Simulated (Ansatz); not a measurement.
AgI (rock salt, Fm-3m), DFT-LDA in the program Ansatz with PAW potentials. The conduction-band minimum lies at X, with 3 equivalent valleys. Second derivatives d²E/dk² of the lowest band at one valley (eV·Å²), along Cartesian directions:

| direction | d²E/dk² |
|---|---|
| [100] | 16.96 |
| [010] | 38.03 |
| [001] | 38.03 |
| [110] | 27.49 |
| [101] | 27.49 |
| [011] | 38.00 |

Task: Find the principal effective masses, the density-of-states mass and the conductivity mass.

Result: Off-diagonal terms follow from H_xy = H[110] − (H_xx + H_yy)/2, and m*/mₑ = 7.620 eV·Å² over each eigenvalue: 0.20, 0.20, 0.45. One valley's DOS mass (m₁m₂m₃)^(1/3) = 0.26, conductivity mass 3/(Σ 1/mᵢ) = 0.25 mₑ.

Task: What effective density of states Nc follows at 300 K for parabolic valleys?

Result: Nc = 2.509e19 × 3 × (0.26)^(3/2) ≈ 1.0e19 cm⁻³.

Task: With the computed static dielectric constant 16.9 (mean of the diagonal), estimate a hydrogenic donor's binding energy and radius.

Result: E = 13.606 eV × 0.25/16.9² ≈ 12 meV; a = 0.529 Å × ε/m* ≈ 36 Å. Semilocal masses tend to be too small when the gap is underestimated.

Task: With ε∞ = 8.75 and ω_LO = 103 cm⁻¹, what Fröhlich coupling constant follows?

Result: α = (1/ε∞ − 1/ε0) √(m* × 13.606 eV/ħω_LO) = 0.90.

This is a known high-pressure phase of the composition, computed here at zero pressure and temperature. The LDA relaxation kept the symmetry of its start; phonons show weakly imaginary modes. The run is not spin-polarised. Scalar-relativistic: spin–orbit coupling is off unless named, which matters more the heavier the elements.

Potentials: the earlier of the program's two PAW sets. The files were generated under PBE; for other functionals the program regenerates the frozen cores, and for LDA and PBEsol the local potential too.
